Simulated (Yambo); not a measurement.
BSE-type run in Yambo on CdS (zinc blende, space group F-43m, No. 216), at zero momentum.

Quantum ESPRESSO step (PBEsol, PseudoDojo standard norm-conserving files, fully relativistic):
```
&CONTROL
  calculation = 'nscf'
  pseudo_dir = './pseudo'
  outdir = './out'
/
&SYSTEM
  ibrav = 0
  nat = 2
  ntyp = 2
  ecutwfc = 102.0
  ecutrho = 408.0
  occupations = 'fixed'
  force_symmorphic = .true.
  nbnd = 67
  noncolin = .true.
  lspinorb = .true.
/
&ELECTRONS
  conv_thr = 2e-09
  diago_full_acc = .true.
  diago_thr_init = 1e-08
/
ATOMIC_SPECIES
S 32.0600 S.upf
Cd 112.4140 Cd.upf
CELL_PARAMETERS angstrom
  0.000000000000   2.912406876000   2.912406876000
  2.912406876000   0.000000000000   2.912406876000
  2.912406876000   2.912406876000   0.000000000000
ATOMIC_POSITIONS crystal
S   0.750000000000   0.750000000000   0.750000000000
Cd   0.000000000000   0.000000000000   0.000000000000
K_POINTS automatic
6 6 6 0 0 0
```

Yambo input:
```
rim_cut
optics
bse
bss
dipoles
em1s
RandQpts= 1000000
RandGvec= 1 Ry
FFTGvecs= 40 Ry
Chimod= "HARTREE"
BSKmod= "SEX"
BSEmod= "resonant"
BSSmod= "hs"
BSENGexx= 15 Ry
BSENGBlk= 4 Ry
% KfnQP_E
 1.187 | 1.0 | 1.0 |
%
% BSEQptR
 1 | 1 |
%
% BSEBands
 21 | 30 |
%
% BEnRange
 0.0 | 8.7 | eV
%
% BDmRange
 0.15 | 0.15 | eV
%
BEnSteps= 174
% BLongDir
 1.0 | 0.0 | 0.0 |
%
BSHayTrs= -0.02
BSSNEig= 48
WRbsWF
% BndsRnXs
 9 | 60 |
%
NGsBlkXs= 4 Ry
% LongDrXs
 1.0 | 1.0 | 1.0 |
%
```

From the report:

The dimension is k points × valence × conduction bands = 216 × 6 × 4 = 5184.
```
   [SLEPC] Approach                          : Krylov-Schur
   [SLEPC] Number of requested eigenvalues   :   48
   [SLEPC] Number of eigenvalues        [NEV]:   48
    [K] Dimension                                    :   5184
    [K] Bands                                        :  21  30
    [K] Exchange res                                 : yes
    [K] Correlation res                              : yes
    [K] W interaction is bare                        : no
    [K] RL vectors exchange                          :   339
    [K] RL vectors correlation                       :   65
    [W] Matrix size                                  :   65
    [W] Bands                                        :    9   60
    [W] Coulomb Cutoff                               : none
    [W] Hxc Kernel                                   : HARTREE
```

Geometry relaxed with PBEsol.
